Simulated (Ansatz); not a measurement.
Values for one crystal, relaxed and computed with LDA (plane waves, PAW; program Ansatz); other levels are named.

| Quantity | Value |
|---|---|
| Volume per atom | 10.23 Å³ |
| Band gap | 3.25 eV (indirect) |
| Debye temperature from the elastic constants | 930 K |
| Formation energy from the elements (no fitted shifts) | -1.65 eV/atom |
| Poisson's ratio | 0.25 |
| Hole effective mass, band 1 of 3 at the edge | 1.4 along [100], 4.4 along [111] (mₑ) |
| Smallest direct gap on the standard path | 4.39 eV |

Question: Pick the material that matches.
A. TlI, CsCl type
B. InGaN2, P3m1 (In on 1a, Ga on 1c, N on 1c, N on 1a)
C. AlN, zinc blende
D. ZnSnP2, P-4m2 (Zn on 1a, Sn on 1c, P on 2g)

Answer: C, AlN, zinc blende

Space group F-43m (zinc blende). The LDA relaxation kept the symmetry of its start; phonons on a q-mesh show no instability. The references are the lowest solids computed at this level, not always the standard phases (solids in place of the gases).

Potentials: the later of the program's two PAW sets.
